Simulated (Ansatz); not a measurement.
Clean, relaxed (101) surface of TiAl, space group P4/mmm (No. 123) (top face towards +c; atoms held fixed, by place in the list: 1, 2, 3, 4, 5, 6, 7, 8):

```xyz
16
Lattice="5.6211 0.0000 0.0000 0.0000 4.9420 0.0000 0.0000 0.0000 23.9354" Properties=species:S:1:pos:R:3 pbc="T T T"
Ti    0.0000    1.5984    8.5000
Ti    2.8106    1.5984    8.5000
Al    1.4053    4.0694    8.5000
Al    4.2158    4.0694    8.5000
Ti    0.0000    3.1968   10.8118
Ti    2.8106    3.1968   10.8118
Al    1.4053    0.7258   10.8118
Al    4.2158    0.7258   10.8118
Ti    0.0000    4.8069   13.1070
Ti    2.8106    4.8069   13.1070
Al    1.4053    2.3327   13.1338
Al    4.2158    2.3327   13.1338
Ti    0.0000    1.4154   15.3709
Ti    2.8106    1.4154   15.3709
Al    1.4053    3.8755   15.4768
Al    4.2158    3.8755   15.4768
```

Theory: DFT r2SCAN, scalar-relativistic, plane waves, PAW in Ansatz 0.2.0. Cutoff 500 eV; k points 5×6×1 on the computed 16-atom cell (Γ-centred); Gaussian smearing, width 0.10 eV; no spin polarisation. The cell repeats along c with a dipole correction in the vacuum.

Ge (atom) is adsorbed on the top face, one adsorbate per 27.8 Å², and relaxed from 2 starting sites (fractions of a and b). The adsorption energy is E(slab + adsorbate) − E(slab) − E(free adsorbate, spin-polarised where open-shell). Heights count from the highest slab atom after relaxation. Δφ is the top face's. Δp counts per cell along +c. Bonded neighbours lie within 1.25 times the sum of covalent radii (1.35 for H) and, on that scale, within 12 % of the closest. With the adsorbate the cell is lengthened along c to keep the vacuum.

```csv
start,ends at,E_ads (eV),height (Å),shortest contact,Δφ (eV),Δp (e·Å)
"top (Al) at (0.75, 0.78)","(0.75, 0.38), 2 bonded neighbours (Ti)",-4.10,1.90,Ge–Ti 2.51 Å,+0.75,-0.121
"hollow (Ti-Al-Al) at (0.00, 0.95)","(0.00, 0.91), 3 bonded neighbours (Al and Ti)",-4.10,1.92,Ge–Al 2.54 Å,+0.54,-0.085
```

Among the sites tried, the lowest end comes from the hollow (Ti-Al-Al) at (0.00, 0.95) start; the top (Al) at (0.75, 0.78) start ended within 0.02 eV of it, though not always at the same place; other sites may lie lower.

Each end is the local minimum or symmetric point that its start leads to. The slab is only 6.9 Å thick, so the energies aren't converged with thickness.

Cost: 3 runs of about 40 core-minutes in all, on Intel Xeon 6975P-C (Granite Rapids) (shared hosts).